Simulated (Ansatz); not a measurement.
Relaxed-ion elastic tensor of Ta (bcc (W type), Im-3m) in GPa (Voigt order), the program Ansatz at the PBE level (PAW); density 16.44 g/cm³, 18.28 Å³ per atom.

```tsv
	1	2	3	4	5	6
1	265	160	160	0.0	0.0	0.0
2	160	265	160	0.0	0.0	0.0
3	160	160	265	0.0	0.0	0.0
4	0.0	0.0	0.0	73.3	0.0	0.0
5	0.0	0.0	0.0	0.0	73.3	0.0
6	0.0	0.0	0.0	0.0	0.0	73.3
```

Task: Is the crystal mechanically stable?

Result: Yes: the smallest eigenvalue of C is 73.3 GPa.

Task: Work out the Voigt, Reuss and Hill averages.

Result: K_V = 195, K_R = 195, K_H = 195; G_V = 65.0, G_R = 63.3, G_H = 64.2 GPa.

Task: Give Young's modulus, Poisson's ratio, Pugh's ratio and the universal anisotropy index.

Result: E = 9KG/(3K + G) = 173 GPa; ν = 0.35; K/G = 3.04 (ductile by the Pugh limit of 1.75); A_U = 5G_V/G_R + K_V/K_R − 6 = 0.13.

Task: Estimate the sound speeds and the Debye temperature.

Result: v_l = √((K + 4G/3)/ρ) = 4130 m/s, v_t = √(G/ρ) = 1980 m/s, mean 2220 m/s; Θ = (h/k)(3n/4πV)^(1/3) v_m = 251 K.

Task: Give the Zener ratio and Young's modulus along [100], [110] and [111].

Result: A = 2C44/(C11 − C12) = 1.40; 1/E = S11 − 2(S11 − S12 − S44/2)Γ with Γ = 0, 1/4, 1/3 gives 145, 180, 196 GPa.

Task: Solve the Christoffel equation for the three sound speeds along [100], [110], [111].

Result: Eigenvalues of C_ijkl n_j n_l equal ρv². In km/s, slowest first: [100] 2.11, 2.11, 4.02; [110] 1.79, 2.11, 4.17; [111] 1.90, 1.90, 4.22.

Symmetry was held in the PBE relaxation. No spin polarisation was allowed. As this level gives no gap, shear constants depend on the k-mesh and smearing (Fermi–Dirac, 0.1 eV here). Spin–orbit coupling is left out wherever it is not named.

Potentials: the later of the program's two PAW sets.
